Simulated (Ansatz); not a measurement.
Input:

TaGe₂ in space group P6/mmm (No. 191; Ta on 1a, Ge on 2d), a = b = 4.6087 Å, c = 2.6917 Å, α = β = 90.00°, γ = 120.00°.

This is the PBEsol-relaxed structure.

**Question.** All from plane-wave PAW PBEsol (Ansatz code), unless another level is named. Estimate the density of states at the Fermi level.

**Answer.** 0.50 states/eV per atom (mean over ±0.08 eV).

**Question.** Next, the formation energy from the elements (no fitted shifts)?

**Answer.** 0.16 eV/atom.

**Question.** Predict the gap with spin–orbit coupling.

**Answer.** none (metallic).

The cell is a constructed one: a structure type filled with these elements; neither database checked (COD, Materials Project) lists it. COD files the formula under space group No. 180. Its standing as an ambient phase is unchecked. Symmetry was held in the PBEsol relaxation. At this level the phase is dynamically unstable (imaginary phonons). No spin polarisation was allowed. The references are the lowest solids computed at this level, not always the standard phases. Scalar-relativistic: spin–orbit coupling is off unless named, which matters more the heavier the elements.

Potentials: the earlier of the program's two PAW sets. The files were generated under PBE; for other functionals the program regenerates the frozen cores, and for LDA and PBEsol the local potential too.
